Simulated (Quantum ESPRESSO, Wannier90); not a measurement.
## Tight-binding from DFT: TaS2 (CdI2 type)

```xyz
3
Lattice="3.3829 0.0000 0.0000 -1.6914 2.9296 0.0000 0.0000 0.0000 6.1680" Properties=species:S:1:pos:R:3 pbc="T T T"
Ta     0.0000     0.0000     0.0000
S     -1.6914     0.9765    -1.5156
S      1.6914    -0.9765     1.5156
```

Cell from Materials Project (mp-1690), symmetrised, no further relaxation. COD (Crystallography Open Database) has the formula in 4 space groups, this one among them (matched by group alone). Computed values, not measurements, from PBEsol: Quantum ESPRESSO (norm-conserving PseudoDojo potentials, cutoff 47 Ry, no spin polarisation, no spin-orbit coupling) on a Γ-centred 12×12×6 mesh, then Wannier90. Density: 12×12×6 mesh, cold smearing 0.01 Ry. The cell is built of weakly bound layers, chains or molecules, whose nearest atoms lie 3.70 Å apart. Database cells relaxed without dispersion often hold them too far apart, which can enlarge gaps and weakens couplings between them; spacing and stacking were not compared with the measured crystal. Spin-orbit coupling is left out although heavy elements are present.

Bands 5-6 form an isolated set from -14.80 to -12.52 eV relative to the Fermi level (on the path) and are turned into 2 Wannier functions by minimising the spread from the start: atomic waves S 3s.

Question: Where do the functions sit, how wide are they and what are they made of?

Answer: 
| functions | spread (Å²) | nearest atom, distance (Å) | second atom, distance (Å) | weight on atomic waves |
|---|---|---|---|---|
| 2 | 1.26 | S 0.20 | Ta 2.35 | S 3s 78 %, Ta 5d 11 %, Ta 6s 8 % |

Ω_I = 2.52 Å², Ω_total = 2.52 Å²; the interpolated bands follow pw.x to 0.0 meV rms on the path. Only this start was tried; a symmetric start can stop on a saddle, and mixtures of these functions could lower the total by at most Ω_total − Ω_I.
